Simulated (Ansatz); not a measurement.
Hf₂P₂O₉:
```
CELL_PARAMETERS angstrom
      6.84509     3.29504     0.00000
     -6.84509     3.29504     0.00000
     -6.70042     0.00000     7.52298
ATOMIC_POSITIONS crystal
  Hf 0.68420 0.31580 0.63516
  Hf 0.31580 0.68420 0.36484
  Hf 0.94292 0.05708 0.09730
  Hf 0.05708 0.94292 0.90270
  P  0.59244 0.40756 0.83609
  P  0.40756 0.59244 0.16391
  P  0.16992 0.83008 0.54276
  P  0.83008 0.16992 0.45724
  O  0.51538 0.48462 0.63323
  O  0.48462 0.51538 0.36677
  O  0.27332 0.72668 0.52511
  O  0.72668 0.27332 0.47489
  O  0.73328 0.26672 0.90378
  O  0.26672 0.73328 0.09622
  O  0.62518 0.99511 0.35772
  O  0.37482 0.00489 0.64228
  O  0.99511 0.62518 0.64228
  O  0.00489 0.37482 0.35772
  O  0.24126 0.38037 0.10351
  O  0.75874 0.61963 0.89649
  O  0.38037 0.24126 0.89649
  O  0.61963 0.75874 0.10351
  O  0.11424 0.88576 0.15648
  O  0.88576 0.11424 0.84352
  O  0.03277 0.96723 0.35666
  O  0.96723 0.03277 0.64334
```

Relaxed with r²SCAN. Special points in fractions of this cell's reciprocal vectors: Γ (0.000, 0.000, 0.000); C (0.354, 0.354, 0.000); C2 (-0.354, 0.646, 0.000); Y2 (-0.500, 0.500, 0.000); M2 (-0.500, 0.500, 0.500); D (-0.260, 0.740, 0.500); D2 (0.260, 0.260, 0.500); A (0.000, 0.000, 0.500); L2 (0.000, 0.500, 0.500); V2 (0.000, 0.500, 0.000).

Question: List the band energies nearest the valence-band maximum at these points for plane-wave PAW r²SCAN (Ansatz code).

Answer: In eV from the valence-band maximum; about four levels below and three above (degenerate sets whole), none deeper than 8.9 eV; points with the same levels are listed once.

```
k                     below           above
--  -----------------------  --------------
Γ   -0.48 -0.19 -0.09 -0.05  5.93 6.09 6.14
C   -0.44 -0.35 -0.30 -0.17  5.78 5.91 6.01
Y2  -0.34 -0.23 -0.21 -0.01  5.87 6.05 6.18
M2  -0.32 -0.20 -0.18 -0.01  5.80 5.86 6.18
D   -0.53 -0.38 -0.33 -0.25  5.58 5.86 5.90
A   -0.46 -0.24 -0.09 -0.07  5.97 6.11 6.12
L2  -0.51 -0.42 -0.31 -0.30  5.78 5.90 5.96
V2  -0.52 -0.39 -0.31 -0.29  5.60 5.86 5.88
```

Space group C2/m. The first step of the workflow began from a Materials Project structure, measured or hypothetical; the Crystallography Open Database copy checked does not list it. Whether it is the stable phase at ambient conditions was not checked. Symmetry was held in the r²SCAN relaxation; whether a distortion lowers the energy is not shown. The run is not spin-polarised. Spin–orbit coupling is left out wherever it is not named.

Potentials: the later of the program's two PAW sets.
